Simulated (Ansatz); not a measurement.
GaN (zinc blende)

```yaml
crystal:
  lattice:
    - [0.00000, 2.24904, 2.24904]
    - [2.24904, 0.00000, 2.24904]
    - [2.24904, 2.24904, 0.00000]
  atoms:
    - { symbol: N, position: [0.75000, 0.75000, 0.75000] }
    - { symbol: Ga, position: [0.00000, 0.00000, 0.00000] }
```

The slice is a {110} plane (indices of the conventional cell) through the point (0.750, 0.750, 0.750) (fractional), spanned by u = [100] and v = [1 -1 -1] in vectors of this cell: u (3.18 Å) and v (4.50 Å, at 90° to u). It covers one period; positions are fractions (u, v).

Calculation: PBEsol (plane waves to 420 eV, PAW, scalar-relativistic; Ansatz, a quantum-chemistry and plane-wave program). k mesh 13×13×13. These are valence fields of a PAW run, semicore shells included where kept as valence: close to a nucleus they are smooth pseudo fields. GaN was relaxed with its symmetry unable to fall.

**Question.** What is the valence density on the shortest N–Ga line in this plane (1.95 Å), at its minimum between the atoms?

**Answer.** 0.73 e/Å³.

**Question.** What is the ELF at the density minimum of the shortest N–Ga line in this plane (1.95 Å)?

**Answer.** 0.4.

**Question.** The ELF has a maximum in the middle third of the N–Ga line. Where, and how high?

**Answer.** 0.85, 0.7 Å from N.

**Question.** Sketch the valence electron density on this plane as a map.

**Answer.** 
```
|6666554433333333333333445566|
|5555554433334444443333445555|
|4444444444556677665544444444|
|3333333344668899886644333333|
|2222223344779999997744332222|
|1111223344668899886644332211|
|1111112233556677665533221111|
|0000112222334444443322221100|
|0000001122223333332222110000|
|0000001111112222221111110000|
|0000000011111111111111000000|
|0000000000000000000000000000|
|1111000000000000000000000011|
|1111111100000000000000111111|
|2222221100000000000000112222|
|3333332211000000000011223333|
|4444333322110000001122333344|
|5555443322111100111122334455|
|6666554433221111112233445566|
|6666554433222222222233445566|
```
Scale: ten equal steps from -1.38 (start of '0') to 1.72 (end of '9'), in the order '0123456789'. Values: log₁₀ of the valence density in e/Å³. The map has 14 points along u (two characters each, u = 0 at the left) and 20 along v (v = 0 in the bottom row). The scale is logarithmic, as a density can span decades between atoms and voids.
